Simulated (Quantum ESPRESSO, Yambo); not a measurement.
Li$_{2}$PdO$_{3}$ (space group C2/m, No. 12): static response along x against the Γ-centred k mesh (Yambo on norm-conserving LDA (Quantum ESPRESSO, 84 Ry, without SOC) bands; 104 bands, 3 Ry block). The smallest direct LDA gap is 1.54 eV. Axes are Cartesian, with cell vectors (Å) (2.55, -4.42, 0.00), (2.55, 4.42, 0.00), (-1.70, 0.00, 4.76).

```csv
k mesh,"ε(0), independent particles","ε(0), RPA with local fields"
2×2×1,8.58,7.37
2×2×2,8.94,7.78
4×4×4,[?],[?]
```

Problem. What does the densest mesh give?

Solution. 
- 4×4×4, ε(0), independent particles: 9.05
- 4×4×4, ε(0), RPA with local fields: 7.85

The last step changes the RPA value by 0.9 %. Electronic response only; costs are rough.

Geometry of the Materials Project entry, not relaxed at this level; primitive cell a = 5.1008 Å, b = 5.1008 Å, c = 5.0589 Å, α = 99.68°, β = 99.68°, γ = 119.95°.

The structure is a Materials Project entry; no match was found in the copy of COD used, and its stability was not checked.
